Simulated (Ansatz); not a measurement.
PtAu:
```cif
data_AuPt
_chemical_formula_sum 'Pt1 Au1'
_space_group_name_H-M_alt 'P 1'
_space_group_IT_number 1
_cell_length_a 2.78154
_cell_length_b 2.78154
_cell_length_c 4.77611
_cell_angle_alpha 90.000
_cell_angle_beta 90.000
_cell_angle_gamma 120.000
loop_
_space_group_symop_operation_xyz
  'x, y, z'
loop_
_atom_site_label
_atom_site_type_symbol
_atom_site_fract_x
_atom_site_fract_y
_atom_site_fract_z
_atom_site_occupancy
Pt1 Pt 0.66667 0.33333 0.00000 1
Au1 Au 0.00000 0.00000 0.50000 1
```

Relaxed with PBEsol.

**Question.** Which orbitals make up the states near the Fermi level in PBEsol in the plane-wave PAW code Ansatz?

**Answer.** Within 0.5 eV of the Fermi level: Pt 5d 69 %, Au 5d 17 %, Au 6s 6 %. Projections are on Löwdin-orthogonalised atomic valence shells; empty p or d shells of many metals are not among them.

**Question.** Tabulate the density of states.

**Answer.** States/eV per cell of 2 atoms, in 0.25 eV bins, energy from the Fermi level.

```csv
E (eV),total,Au 5d,Pt 5d,Au 6s
-7.85,0.28,0.02,0.01,0.15
-7.60,0.36,0.03,0.02,0.17
-7.35,0.48,0.07,0.04,0.19
-7.10,0.81,0.23,0.11,0.25
-6.85,2.09,1.09,0.32,0.40
-6.60,1.74,0.90,0.34,0.24
-6.35,2.59,1.37,0.65,0.18
-6.10,2.83,1.67,0.70,0.14
-5.85,2.34,1.49,0.62,0.09
-5.60,2.08,1.28,0.64,0.08
-5.35,4.43,2.66,1.41,0.22
-5.10,2.30,1.36,0.81,0.07
-4.85,3.16,1.88,1.12,0.07
-4.60,3.96,2.30,1.41,0.11
-4.35,2.85,1.74,0.92,0.08
-4.10,3.26,1.90,1.18,0.08
-3.85,2.99,1.70,1.13,0.06
-3.60,3.80,2.08,1.52,0.07
-3.35,3.99,2.06,1.74,0.05
-3.10,5.07,2.49,2.30,0.05
-2.85,2.54,1.05,1.25,0.05
-2.60,1.93,0.76,0.99,0.04
-2.35,2.20,0.82,1.21,0.03
-2.10,2.76,1.04,1.54,0.03
-1.85,2.59,1.00,1.43,0.02
-1.60,2.29,0.86,1.29,0.02
-1.35,2.56,0.97,1.45,0.02
-1.10,3.28,1.18,1.98,0.03
-0.85,3.56,1.00,2.40,0.05
-0.60,4.30,1.04,3.07,0.07
-0.35,2.47,0.56,1.70,0.08
-0.10,1.02,0.12,0.72,0.08
0.15,0.93,0.09,0.63,0.09
0.40,0.86,0.08,0.56,0.10
0.65,0.71,0.07,0.37,0.11
0.90,0.68,0.07,0.30,0.12
1.15,0.64,0.07,0.24,0.13
1.40,0.63,0.07,0.20,0.13
1.65,0.59,0.06,0.17,0.13
1.90,0.57,0.05,0.14,0.12
2.15,0.54,0.05,0.12,0.12
2.40,0.52,0.04,0.10,0.12
2.65,0.51,0.04,0.08,0.12
2.90,0.50,0.03,0.07,0.12
3.15,0.51,0.03,0.07,0.13
3.40,0.54,0.03,0.07,0.14
3.65,0.53,0.03,0.06,0.12
3.90,0.52,0.02,0.05,0.11
4.15,0.60,0.03,0.06,0.14
4.40,0.54,0.02,0.04,0.12
4.65,0.46,0.02,0.03,0.09
```

Space group P-6m2. The first step of the workflow began from a Materials Project structure, measured or hypothetical; the Crystallography Open Database copy checked does not list it. With Pt and Au taken as one species the cell has the higher symmetry P6_3/mmc, so it may be an ordered model of a mixed-site phase. Its standing as an ambient phase is unchecked. Symmetry was held in the PBEsol relaxation; whether a distortion lowers the energy is not shown. The run is not spin-polarised. Spin–orbit coupling is left out wherever it is not named.

Potentials: the later of the program's two PAW sets.
